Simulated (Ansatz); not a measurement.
K₂S:
```cif
data_K2S
_chemical_formula_sum 'K2 S1'
_space_group_name_H-M_alt 'P 1'
_space_group_IT_number 1
_cell_length_a 5.27651
_cell_length_b 5.27651
_cell_length_c 5.27651
_cell_angle_alpha 60.000
_cell_angle_beta 60.000
_cell_angle_gamma 60.000
loop_
_space_group_symop_operation_xyz
  'x, y, z'
loop_
_atom_site_label
_atom_site_type_symbol
_atom_site_fract_x
_atom_site_fract_y
_atom_site_fract_z
_atom_site_occupancy
K1 K 0.25000 0.25000 0.25000 1
K2 K 0.75000 0.75000 0.75000 1
S1 S 0.00000 0.00000 0.00000 1
```

Relaxed with PBE.

Problem. Which orbitals make up the states near the band edges in the program Ansatz at the PBE level (PAW)?

Solution. Top 1 eV of the valence band: S 3p 89 %, K 4s 7 %. Bottom 1 eV of the conduction band: K 4s 70 %, S 3s 14 %, S 3p 10 %. Projections are on Löwdin-orthogonalised atomic valence shells; empty p or d shells of many metals are not among them.

Problem. Tabulate the density of states.

Solution. States/eV per cell of 3 atoms, in 0.25 eV bins, energy from the valence-band maximum.

| E (eV) | total | S 3p | K 4s | S 3s |
|---|---|---|---|---|
| -7.85 | 0.00 | 0.00 | 0.00 | 0.00 |
| -7.60 | 0.00 | 0.00 | 0.00 | 0.00 |
| -7.35 | 0.00 | 0.00 | 0.00 | 0.00 |
| -7.10 | 0.00 | 0.00 | 0.00 | 0.00 |
| -6.85 | 0.00 | 0.00 | 0.00 | 0.00 |
| -6.60 | 0.00 | 0.00 | 0.00 | 0.00 |
| -6.35 | 0.00 | 0.00 | 0.00 | 0.00 |
| -6.10 | 0.00 | 0.00 | 0.00 | 0.00 |
| -5.85 | 0.00 | 0.00 | 0.00 | 0.00 |
| -5.60 | 0.00 | 0.00 | 0.00 | 0.00 |
| -5.35 | 0.00 | 0.00 | 0.00 | 0.00 |
| -5.10 | 0.00 | 0.00 | 0.00 | 0.00 |
| -4.85 | 0.00 | 0.00 | 0.00 | 0.00 |
| -4.60 | 0.00 | 0.00 | 0.00 | 0.00 |
| -4.35 | 0.00 | 0.00 | 0.00 | 0.00 |
| -4.10 | 0.00 | 0.00 | 0.00 | 0.00 |
| -3.85 | 0.00 | 0.00 | 0.00 | 0.00 |
| -3.60 | 0.00 | 0.00 | 0.00 | 0.00 |
| -3.35 | 0.00 | 0.00 | 0.00 | 0.00 |
| -3.10 | 0.00 | 0.00 | 0.00 | 0.00 |
| -2.85 | 0.00 | 0.00 | 0.00 | 0.00 |
| -2.60 | 0.00 | 0.00 | 0.00 | 0.00 |
| -2.35 | 0.00 | 0.00 | 0.00 | 0.00 |
| -2.10 | 0.00 | 0.00 | 0.00 | 0.00 |
| -1.85 | 0.00 | 0.00 | 0.00 | 0.00 |
| -1.60 | 0.00 | 0.00 | 0.00 | 0.00 |
| -1.35 | 0.00 | 0.00 | 0.00 | 0.00 |
| -1.10 | 0.00 | 0.00 | 0.00 | 0.00 |
| -0.85 | 0.00 | 0.00 | 0.00 | 0.00 |
| -0.60 | 6.24 | 4.94 | 1.10 | 0.04 |
| -0.35 | 3.26 | 2.78 | 0.37 | 0.01 |
| -0.10 | 14.50 | 13.72 | 0.22 | 0.00 |
| 0.15 | 0.00 | 0.00 | 0.00 | 0.00 |
| 0.40 | 0.00 | 0.00 | 0.00 | 0.00 |
| 0.65 | 0.00 | 0.00 | 0.00 | 0.00 |
| 0.90 | 0.00 | 0.00 | 0.00 | 0.00 |
| 1.15 | 0.00 | 0.00 | 0.00 | 0.00 |
| 1.40 | 0.00 | 0.00 | 0.00 | 0.00 |
| 1.65 | 0.00 | 0.00 | 0.00 | 0.00 |
| 1.90 | 0.00 | 0.00 | 0.00 | 0.00 |
| 2.15 | 0.00 | 0.00 | 0.00 | 0.00 |
| 2.40 | 0.02 | 0.00 | 0.02 | 0.00 |
| 2.65 | 0.10 | 0.01 | 0.07 | 0.02 |
| 2.90 | 0.16 | 0.02 | 0.12 | 0.02 |
| 3.15 | 0.24 | 0.03 | 0.17 | 0.03 |
| 3.40 | 0.35 | 0.05 | 0.23 | 0.04 |
| 3.65 | 1.98 | 0.13 | 0.55 | 0.06 |
| 3.90 | 3.25 | 0.28 | 1.19 | 0.09 |
| 4.15 | 1.51 | 0.17 | 0.71 | 0.04 |
| 4.40 | 0.36 | 0.05 | 0.19 | 0.01 |
| 4.65 | 0.02 | 0.00 | 0.01 | 0.00 |
| 4.90 | 0.04 | 0.00 | 0.02 | 0.00 |
| 5.15 | 2.65 | 0.06 | 0.95 | 0.10 |
| 5.40 | 4.94 | 0.17 | 1.88 | 0.10 |
| 5.65 | 2.30 | 0.05 | 0.35 | 0.01 |
| 5.90 | 6.12 | 0.26 | 1.49 | 0.02 |
| 6.15 | 3.74 | 0.15 | 1.03 | 0.01 |
| 6.40 | 2.33 | 0.03 | 0.37 | 0.00 |
| 6.65 | 1.37 | 0.01 | 0.16 | 0.00 |
| 6.90 | 2.78 | 0.02 | 0.19 | 0.01 |
| 7.15 | 5.99 | 0.04 | 0.37 | 0.02 |

Space group Fm-3m (anti-fluorite). The PBE relaxation kept the symmetry of its start.

Potentials: the later of the program's two PAW sets.
